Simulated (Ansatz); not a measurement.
What does Ansatz print for the nuclei with this input?

The cell is a structure deposited in the COD, its atoms then relaxed with PBE in this cell.

```yaml
crystal:
  lattice:
    - [7.617, 0.0, 0.0]
    - [-3.8085, 6.5965155006, 0.0]
    - [0.0, 0.0, 2.9134]
  atoms:
    - { symbol: Si, position: [0.1740483648, 0.7679428879, 0.25] }
    - { symbol: Si, position: [0.406105477, 0.1740483648, 0.75] }
    - { symbol: Si, position: [0.2320571121, 0.406105477, 0.25] }
    - { symbol: Si, position: [0.8259516352, 0.2320571121, 0.75] }
    - { symbol: Si, position: [0.593894523, 0.8259516352, 0.25] }
    - { symbol: Si, position: [0.7679428879, 0.593894523, 0.75] }
    - { symbol: "N", position: [0.3333333333, 0.6666666667, 0.25] }
    - { symbol: "N", position: [0.6666666667, 0.3333333333, 0.75] }
    - { symbol: "N", position: [0.3297879504, 0.0300001268, 0.25] }
    - { symbol: "N", position: [0.2997878236, 0.3297879504, 0.75] }
    - { symbol: "N", position: [0.9699998732, 0.2997878236, 0.25] }
    - { symbol: "N", position: [0.6702120496, 0.9699998732, 0.75] }
    - { symbol: "N", position: [0.7002121764, 0.6702120496, 0.25] }
    - { symbol: "N", position: [0.0300001268, 0.7002121764, 0.75] }
kpoints:
  mp_grid: { grid: [4, 4, 9] }
scf:
  occupations: { method: fermi_dirac, width: 0.02 }
hamiltonian:
  xc: r2scan
  pseudopotentials: { kind: paw, frozen_core: stored }
output:
  forces: true
  stress: true
  populations: true
  efg: { quadrupole_moments_barn: { "N": 0.02044 } }
```

```sh
ansatz run input.yaml --threads 1 --pin off --max-ram 3072MiB --backend cpu --events-out ev --progress --plain --runs-dir out
```

Of the output, the block on the nuclei alone is shown; the set-up, the SCF iterations, energies, forces and stress are cut. One atom of each set with nearly equal values is shown.

```
--- PAW observables at the nuclei: V_zz in 10²¹ V/m², potentials from the cell's mean, atoms counted from 1 ---
  atom   1  Si V_zz =    +0.899781   η = 0.2455   by run symmetry: allowed
            electrostatic potential = -1359.117497 V   contact ρ = none
  atom   7  N  V_zz =    -5.241207   η = 0.0000   by run symmetry: allowed   C_q = -2.5904 MHz
            electrostatic potential = -516.289731 V   contact ρ = none
  atom   9  N  V_zz =    -5.214074   η = 0.0783   by run symmetry: allowed   C_q = -2.5770 MHz
            electrostatic potential = -515.866793 V   contact ρ = none
```

The run took 12 s of wall time (12 s of CPU time) and 0.86 GiB at its peak, on 1 thread of AMD EPYC 9R14 (Zen 4) (x86_64; 16 cores open to the job, memory cap 3.0 GiB, no GPU), a shared host with a load of 0.2 a core.
